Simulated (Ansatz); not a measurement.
Zr (hcp (Mg type), P6_3/mmc) under volume change, DFT-r²SCAN+D4 in the program Ansatz with PAW potentials, shape and atoms relaxed at each volume.

```tsv
V (Å³/atom)	E − E(relaxed) (meV/atom)	P (GPa)
21.306	64.3	10.40
22.008	27.4	6.51
22.710	6.6	3.06
23.413	0.0	0.00
24.115	6.1	-2.71
24.818	…	…
25.520	…	…
```

Question: What belongs in the gaps?

Answer: 
- 25.520, E − E(relaxed) (meV/atom): 50.4
- 25.520, P (GPa): -7.21
- 24.818, E − E(relaxed) (meV/atom): 23.3
- 24.818, P (GPa): -5.10

Question: What does a third-order Birch–Murnaghan fit give for V₀, B₀ and B′?

Answer: V₀ = 23.41 Å³/atom, B₀ = 95.7 GPa, B′ = 3.0.

The cell was relaxed with r²SCAN+D4 under the symmetry of its start. No spin polarisation was allowed. The pairwise dispersion correction was not fitted to metals. Scalar-relativistic: spin–orbit coupling is off unless named, which matters more the heavier the elements.

Potentials: the earlier of the program's two PAW sets.
